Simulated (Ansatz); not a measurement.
Mg2H6Os:
```
Mg2H6Os
1.0
    0.00000     3.32187     3.32187
    3.32187     0.00000     3.32187
    3.32187     3.32187     0.00000
Mg H Os
2 6 1
Direct
  0.75000   0.75000   0.75000
  0.25000   0.25000   0.25000
  0.74661   0.74661   0.25339
  0.25339   0.25339   0.74661
  0.25339   0.74661   0.74661
  0.74661   0.25339   0.25339
  0.74661   0.25339   0.74661
  0.25339   0.74661   0.25339
  0.00000   0.00000   0.00000
```

Relaxed with r²SCAN.

Problem. Give the Bader charges and basin volumes of the independent atoms, the program Ansatz at the r²SCAN level (PAW).

Solution. 

```
atom  Bader charge (e)  Bader volume (Å³)
----  ----------------  -----------------
Mg1              +1.71                5.6
H3               -0.49                7.0
Os9              -0.49               20.3
```

Space group Fm-3m. The first step of the workflow began from a Materials Project structure, measured or hypothetical; the Crystallography Open Database copy checked does not list it. Whether it is the stable phase at ambient conditions was not checked. Symmetry was held in the r²SCAN relaxation. At this level the phase is dynamically unstable (imaginary phonons). No spin polarisation was allowed. Scalar-relativistic: spin–orbit coupling is off unless named, which matters more the heavier the elements.

Potentials: the later of the program's two PAW sets.
